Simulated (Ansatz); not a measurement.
A geometry of Cr away from equilibrium: step 2 of the relaxation of a relaxed Cr cell, doubled along one cell vector, shaken by Gaussian noise of σ = 0.08 Å a coordinate. The numbers are results of r2SCAN (plane waves to 500 eV, PAW, scalar-relativistic; Ansatz, a program for electronic structure), not measurements. Γ-centred k-mesh 11×6×11 on the run's cell (coarser than for final values), Fermi–Dirac smearing 0.05 eV. The plane waves were selected for a different cell earlier on the path.

```
CELL_PARAMETERS angstrom
      2.94636    -0.00821    -0.01126
     -0.01641     5.86240    -0.05425
     -0.01126    -0.02713     2.93987
ATOMIC_POSITIONS crystal
  Cr 0.98789 0.00484 0.98383
  Cr 0.00522 0.50017 0.99574
  Cr 0.50426 0.23715 0.49511
  Cr 0.48588 0.73339 0.47494
```
Spin-polarised start, with opposed moments on Cr.

Task: What forces act on the atoms (eV/Å)?

Result: 
```tsv
atom	Fx	Fy	Fz
Cr1	0.20	-0.82	0.07
Cr2	-0.27	-0.44	-0.27
Cr3	-0.21	0.47	-0.15
Cr4	0.28	0.79	0.36
```

The path ends in Im-3m (No. 229) (bcc (W type)). Spin state reached: antiferromagnetic (net 0.00 μB/atom); other spin orders were not run from this start.
